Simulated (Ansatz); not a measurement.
## Hf: eigenvalues along the path

```
Hf
1.0
     3.19238    0.00000    0.00000
    -1.59619    2.76469    0.00000
     0.00000    0.00000    5.04504
Hf
2
Direct
  0.33333 0.66667 0.25000
  0.66667 0.33333 0.75000
```

Atom numbers follow the list: Hf1, Hf2.

Structure from Materials Project entry mp-103 (possibly hypothetical), not relaxed further.

Computed with DFT, PBE, all-electron LAPW, Dirac equation with spin-orbit coupling (Ansatz 0.2.0).

Numerical set-up: a Γ-centred 12×12×7 k mesh, Fermi–Dirac smearing of 0.05 eV, basis error target 0.5 meV/atom, no spin polarisation.

Path points, in fractions of the reciprocal vectors: Γ (0.000, 0.000, 0.000), M (0.500, 0.000, 0.000), K (0.333, 0.333, 0.000), A (0.000, 0.000, 0.500), L (0.500, 0.000, 0.500), H (0.333, 0.333, 0.500). Levels in eV from the Fermi level, one of each degenerate spinor pair; bands 37 to 85, counted from the lowest band of the run. The gap is zero.

```
# k(1/Å) point b37 b39 b41 b43 b45 b47 b49 b51 b53 b55 b57 b59 b61 b63 b65 b67 b69 b71 b73 b75 b77 b79 b81 b83 b85
0.000 Γ -12.66 -12.66 -12.66 -12.66 -12.64 -12.64 -10.93 -10.93 -10.92 -10.92 -10.92 -10.90 -10.88 -10.88 -7.37 -3.70 0.61 1.00 1.38 1.44 1.78 2.24 2.62 2.83 5.24
0.227 - -12.66 -12.66 -12.66 -12.66 -12.64 -12.64 -10.93 -10.93 -10.93 -10.92 -10.92 -10.90 -10.88 -10.88 -7.07 -3.41 0.23 0.53 1.47 1.60 1.87 2.30 2.40 2.56 5.58
0.455 - -12.66 -12.66 -12.66 -12.66 -12.64 -12.64 -10.93 -10.93 -10.92 -10.91 -10.91 -10.90 -10.89 -10.89 -6.23 -2.69 -0.62 -0.25 1.01 1.63 1.89 2.32 2.78 3.13 6.01
0.682 - -12.66 -12.66 -12.66 -12.66 -12.64 -12.64 -10.93 -10.93 -10.92 -10.92 -10.91 -10.90 -10.89 -10.89 -5.05 -2.25 -1.47 -0.66 0.75 1.18 1.41 3.57 3.80 4.29 6.33
0.909 - -12.66 -12.66 -12.66 -12.66 -12.64 -12.64 -10.93 -10.93 -10.92 -10.92 -10.91 -10.91 -10.89 -10.88 -3.91 -2.51 -2.04 -0.78 0.85 0.92 1.47 5.05 5.23 5.61 6.51
1.136 M -12.66 -12.66 -12.66 -12.66 -12.64 -12.64 -10.93 -10.93 -10.92 -10.92 -10.91 -10.91 -10.89 -10.88 -3.35 -2.76 -2.24 -0.81 0.74 0.85 1.74 5.93 6.32 6.59 6.94
1.268 - -12.66 -12.66 -12.66 -12.66 -12.64 -12.64 -10.93 -10.93 -10.92 -10.92 -10.91 -10.91 -10.89 -10.88 -3.25 -2.65 -2.23 -0.87 0.68 0.82 1.76 5.88 5.95 6.43 7.18
1.399 - -12.66 -12.66 -12.66 -12.66 -12.64 -12.64 -10.93 -10.93 -10.93 -10.92 -10.91 -10.91 -10.89 -10.88 -2.98 -2.37 -2.19 -1.02 0.54 0.74 1.81 5.42 5.82 6.19 7.00
1.530 - -12.66 -12.66 -12.66 -12.66 -12.64 -12.64 -10.93 -10.93 -10.93 -10.92 -10.91 -10.91 -10.89 -10.88 -2.60 -2.16 -1.98 -1.24 0.38 0.63 1.91 5.11 5.64 5.96 6.48
1.661 - -12.66 -12.66 -12.66 -12.66 -12.64 -12.64 -10.93 -10.93 -10.93 -10.91 -10.91 -10.91 -10.89 -10.88 -2.22 -2.12 -1.65 -1.46 0.30 0.50 2.03 5.04 5.44 5.77 6.01
1.792 K -12.66 -12.66 -12.66 -12.66 -12.64 -12.64 -10.93 -10.93 -10.93 -10.91 -10.91 -10.91 -10.89 -10.88 -2.13 -1.99 -1.64 -1.48 0.31 0.42 2.10 5.13 5.42 5.61 5.78
2.055 - -12.66 -12.66 -12.66 -12.66 -12.64 -12.64 -10.93 -10.93 -10.92 -10.92 -10.91 -10.91 -10.89 -10.88 -2.80 -2.06 -1.60 -1.42 0.25 0.78 1.63 4.46 5.26 5.91 6.91
2.317 - -12.66 -12.66 -12.66 -12.66 -12.64 -12.64 -10.93 -10.93 -10.92 -10.92 -10.91 -10.90 -10.89 -10.89 -4.35 -1.73 -1.49 -1.30 0.47 0.81 1.46 3.53 4.46 5.44 6.06
2.580 - -12.66 -12.66 -12.66 -12.66 -12.64 -12.64 -10.93 -10.93 -10.92 -10.91 -10.91 -10.90 -10.89 -10.89 -5.87 -2.38 -0.85 -0.57 0.86 1.23 1.94 2.70 2.84 3.66 5.96
2.842 - -12.66 -12.66 -12.66 -12.66 -12.64 -12.64 -10.93 -10.93 -10.93 -10.92 -10.92 -10.90 -10.88 -10.88 -6.97 -3.32 0.12 0.40 1.52 1.58 1.89 2.23 2.44 2.57 5.63
3.105 Γ -12.66 -12.66 -12.66 -12.66 -12.64 -12.64 -10.93 -10.93 -10.92 -10.92 -10.92 -10.90 -10.88 -10.88 -7.37 -3.70 0.61 1.00 1.38 1.44 1.78 2.24 2.62 2.83 5.24
3.229 - -12.66 -12.66 -12.66 -12.66 -12.64 -12.64 -10.93 -10.93 -10.92 -10.92 -10.92 -10.90 -10.88 -10.88 -7.27 -3.75 0.48 0.95 1.27 1.41 1.71 2.15 2.78 2.97 5.29
3.354 - -12.66 -12.66 -12.66 -12.66 -12.64 -12.64 -10.94 -10.93 -10.92 -10.92 -10.92 -10.90 -10.88 -10.88 -7.00 -3.92 0.20 0.87 1.07 1.26 1.54 1.93 3.18 3.34 5.39
3.478 - -12.66 -12.66 -12.66 -12.66 -12.64 -12.64 -10.94 -10.93 -10.92 -10.92 -10.92 -10.90 -10.88 -10.88 -6.57 -4.25 -0.02 0.80 0.81 1.14 1.32 1.66 3.71 3.85 5.39
3.603 - -12.66 -12.66 -12.66 -12.66 -12.64 -12.64 -10.94 -10.94 -10.92 -10.92 -10.91 -10.91 -10.88 -10.88 -6.01 -4.77 -0.03 0.46 0.83 1.10 1.13 1.41 4.27 4.41 5.19
3.727 A -12.66 -12.66 -12.66 -12.66 -12.64 -12.64 -10.94 -10.94 -10.92 -10.92 -10.91 -10.91 -10.88 -10.88 -5.39 -5.39 0.15 0.15 0.93 0.93 1.23 1.23 4.80 4.80 4.94
3.954 - -12.66 -12.66 -12.66 -12.66 -12.64 -12.64 -10.94 -10.94 -10.92 -10.92 -10.91 -10.91 -10.88 -10.88 -5.12 -5.12 -0.07 -0.07 0.90 0.90 1.35 1.35 4.75 4.75 4.94
4.182 - -12.66 -12.66 -12.66 -12.66 -12.64 -12.64 -10.93 -10.93 -10.92 -10.92 -10.91 -10.91 -10.88 -10.88 -4.45 -4.45 -0.50 -0.50 0.65 0.65 1.88 1.88 4.69 4.69 5.04
4.409 - -12.66 -12.66 -12.66 -12.66 -12.64 -12.64 -10.93 -10.93 -10.92 -10.92 -10.91 -10.91 -10.89 -10.89 -3.76 -3.76 -0.80 -0.80 0.52 0.52 2.44 2.44 4.94 4.94 5.27
4.636 - -12.66 -12.66 -12.66 -12.66 -12.64 -12.64 -10.93 -10.93 -10.92 -10.92 -10.91 -10.91 -10.89 -10.89 -3.45 -3.45 -0.93 -0.93 0.85 0.85 2.67 2.67 5.55 5.55 5.85
4.864 L -12.66 -12.66 -12.66 -12.66 -12.64 -12.64 -10.93 -10.93 -10.92 -10.92 -10.91 -10.91 -10.89 -10.89 -3.41 -3.41 -0.99 -0.99 1.12 1.12 2.70 2.70 6.04 6.04 6.34
4.995 - -12.66 -12.66 -12.66 -12.66 -12.64 -12.64 -10.93 -10.93 -10.92 -10.92 -10.91 -10.91 -10.89 -10.89 -3.33 -3.29 -0.96 -0.91 0.79 0.94 2.65 2.88 5.75 5.88 6.55
5.126 - -12.66 -12.66 -12.66 -12.66 -12.64 -12.64 -10.93 -10.93 -10.92 -10.92 -10.91 -10.91 -10.89 -10.89 -3.07 -3.00 -0.84 -0.76 0.24 0.39 2.60 2.91 5.61 5.68 7.00
5.257 - -12.66 -12.66 -12.66 -12.66 -12.64 -12.64 -10.93 -10.93 -10.92 -10.92 -10.91 -10.91 -10.89 -10.89 -2.68 -2.57 -0.75 -0.71 -0.19 -0.17 2.48 2.78 5.49 5.51 7.53
5.388 - -12.66 -12.66 -12.66 -12.66 -12.64 -12.64 -10.93 -10.93 -10.92 -10.92 -10.91 -10.91 -10.89 -10.89 -2.20 -2.08 -1.19 -0.97 -0.39 -0.12 2.41 2.69 5.25 5.27 8.16
5.520 H -12.66 -12.66 -12.66 -12.66 -12.64 -12.64 -10.93 -10.92 -10.92 -10.92 -10.92 -10.91 -10.89 -10.89 -1.78 -1.71 -1.63 -1.33 -0.37 -0.06 2.43 2.70 5.10 5.14 8.57
5.782 - -12.66 -12.66 -12.66 -12.66 -12.64 -12.64 -10.93 -10.93 -10.92 -10.92 -10.91 -10.91 -10.89 -10.89 -2.55 -2.43 -0.90 -0.86 -0.21 -0.13 2.20 2.43 5.58 5.61 7.36
6.044 - -12.66 -12.66 -12.66 -12.66 -12.64 -12.64 -10.93 -10.93 -10.92 -10.92 -10.91 -10.91 -10.89 -10.89 -3.29 -3.22 -0.85 -0.73 0.04 0.17 2.18 2.34 5.17 5.18 6.03
6.307 - -12.66 -12.66 -12.66 -12.66 -12.64 -12.64 -10.93 -10.93 -10.92 -10.92 -10.91 -10.91 -10.89 -10.89 -4.19 -4.17 -0.63 -0.58 0.45 0.51 2.03 2.08 4.54 4.59 5.28
6.569 - -12.66 -12.66 -12.66 -12.66 -12.64 -12.64 -10.94 -10.94 -10.92 -10.92 -10.91 -10.91 -10.88 -10.88 -5.04 -5.04 -0.14 -0.13 0.86 0.88 1.41 1.42 4.70 4.75 4.93
6.832 A -12.66 -12.66 -12.66 -12.66 -12.64 -12.64 -10.94 -10.94 -10.92 -10.92 -10.91 -10.91 -10.88 -10.88 -5.39 -5.39 0.15 0.15 0.93 0.93 1.23 1.23 4.80 4.80 4.94
```
